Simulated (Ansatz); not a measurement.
Energies of structures of Ni at several levels, each column relative to the first row (Fm-3m, cF4, fcc (Cu type), ferromagnetic), in eV/atom. Geometries are relaxed with PBEsol (plane waves to 420 eV, PAW, scalar-relativistic; Ansatz, a first-principles code) unless a column says relaxed; all runs are Ansatz, PAW (cutoffs: r2SCAN on this geometry 500 eV). Columns compare only within themselves.

```json
[
 {"structure": "Fm-3m, cF4, fcc (Cu type), ferromagnetic", "PBEsol": "0.00", "r2SCAN on this geometry": "0.00"},
 {"structure": "P6₃/mmc, hP2, hcp (Mg type), ferromagnetic", "PBEsol": "+0.03", "r2SCAN on this geometry": "+0.05"},
 {"structure": "I4/mmm, tI2, AFLOW prototype A_tI2_139_a (A_a), ferromagnetic", "PBEsol": "+0.09", "r2SCAN on this geometry": "+0.09"},
 {"structure": "Im-3m, cI2, bcc (W type), ferromagnetic", "PBEsol": "+0.11", "r2SCAN on this geometry": "+0.12"},
 {"structure": "Fd-3m, cF8, diamond type, ferromagnetic", "PBEsol": "+1.35", "r2SCAN on this geometry": "+1.27"}
]
```

At r2SCAN on this geometry the lowest of those computed is still Fm-3m, cF4, fcc (Cu type), ferromagnetic.

Probably no minimum, since a slightly shaken restart fell lower: Im-3m, cI2, bcc (W type), ferromagnetic (by 0.11 eV/atom, to Fm-3m). 4 runs with a doubtful electronic state, a coarser numerical grid, an end not at rest or a source that can't be used are left out. Each run could gain symmetry but not lose that of its start, so entries can be saddle points. From databases, or of a type measured for this composition: Fm-3m, cF4, fcc (Cu type), ferromagnetic; P6₃/mmc, hP2, hcp (Mg type), ferromagnetic; the others are generated cells (placed on structure types, drawn at random, substituted or restacked) that were not matched to a known phase here. Each structure is listed in the lowest spin state found for it. Energies are at zero temperature and pressure, without zero-point motion. Spin states reached: ferromagnetic; spin orders were not searched systematically.
